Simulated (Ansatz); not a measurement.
The relaxed structure here is a generated cell of Li: the first start was made by placing the elements on the sites of a structure type, and the end was not matched to a known phase here, so it may be hypothetical. Known forms of Li include space group No. 229.

The end point of a relaxation of Li. Space group I4/mmm (No. 139). These are PBEsol (plane waves to 420 eV, PAW, scalar-relativistic; Ansatz, a first-principles code) values and carry that method's errors.

```cif
data_Li2
_chemical_formula_sum 'Li2'
_space_group_name_H-M_alt 'I4/mmm'
_space_group_IT_number 139
_space_group_name_Hall '-I 4 2'
_cell_length_a 3.07703
_cell_length_b 3.07703
_cell_length_c 4.27142
_cell_angle_alpha 90.000
_cell_angle_beta 90.000
_cell_angle_gamma 90.000
loop_
_atom_site_label
_atom_site_type_symbol
_atom_site_symmetry_multiplicity
_atom_site_Wyckoff_symbol
_atom_site_fract_x
_atom_site_fract_y
_atom_site_fract_z
_atom_site_occupancy
Li1 Li 2 a 0.00000 0.00000 0.00000 1
```
(The calculation used a cell of 1 atom; values per cell refer to that cell.)

```yaml
volume_per_atom: 20.22 Å³
band_gap: zero (metallic)
shortest_distances: Li–Li 3.05 Å
k-mesh: 21×21×21
```

No spin polarisation in the result.

The run could not lose the symmetry of its start, so the end can be a saddle point.

It was reached from a disturbed copy of a P6/mmm (No. 191) cell (AFLOW prototype A_hP1_191_a (A_f, as in Sn)), against which it lies -0.07 eV/atom.
